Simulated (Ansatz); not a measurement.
SiSnGeC:
```yaml
crystal:
  lattice:
    - [1.86773, 1.07833, 6.12740]
    - [-1.86773, 1.07833, 6.12740]
    - [0.00000, -2.15667, 6.12740]
  atoms:
    - { symbol: C, position: [0.00877, 0.00877, 0.00877] }
    - { symbol: Si, position: [0.11151, 0.11151, 0.11151] }
    - { symbol: Ge, position: [0.49337, 0.49337, 0.49337] }
    - { symbol: Sn, position: [0.63635, 0.63635, 0.63635] }
```

Relaxed with r²SCAN. Special points in fractions of this cell's reciprocal vectors: Γ (0.000, 0.000, 0.000); T (0.500, 0.500, 0.500); H2 (0.813, 0.187, 0.500); H0 (0.500, -0.187, 0.187); L (0.500, 0.000, 0.000); S0 (0.344, -0.344, 0.000); S2 (0.656, 0.000, 0.344); F (0.500, 0.000, 0.500).

**Question.** List the band energies nearest the Fermi level at these points for plane-wave PAW r²SCAN (Ansatz code).

**Answer.** In eV from the Fermi level; about four levels below and three above (degenerate sets whole), none deeper than 8.9 eV; points with the same levels are listed once.

```
k                     below                above
--  -----------------------  -------------------
Γ   -2.49 -2.49 -1.38 -0.41       0.02 0.02 2.95
T   -2.40 -2.40 -0.35 -0.35  0.68 2.58 3.88 3.88
H2  -5.39 -4.74 -3.84 -2.56       1.79 2.11 4.02
L   -4.89 -4.29 -3.80 -2.17       1.17 2.40 3.64
S0  -5.52 -4.66 -3.96 -2.60       1.56 3.11 3.56
F   -4.12 -4.07 -1.82 -1.57       0.34 0.94 1.56
```

Space group R3m. The start of the workflow was typed in or built on a structure type; neither database checked (COD, Materials Project) lists it. Its standing as an ambient phase is unchecked. The r²SCAN relaxation kept the symmetry of its start; whether a distortion lowers the energy is not shown. The volume moved by 22 % from the start of the relaxation. Its formation energy is positive at this level, so the cell may be metastable or incomplete. The Fermi level of a semimetal is unsure by some 0.05 eV on such meshes. Scalar-relativistic: spin–orbit coupling is off unless named, which matters more the heavier the elements.

Potentials: the later of the program's two PAW sets.
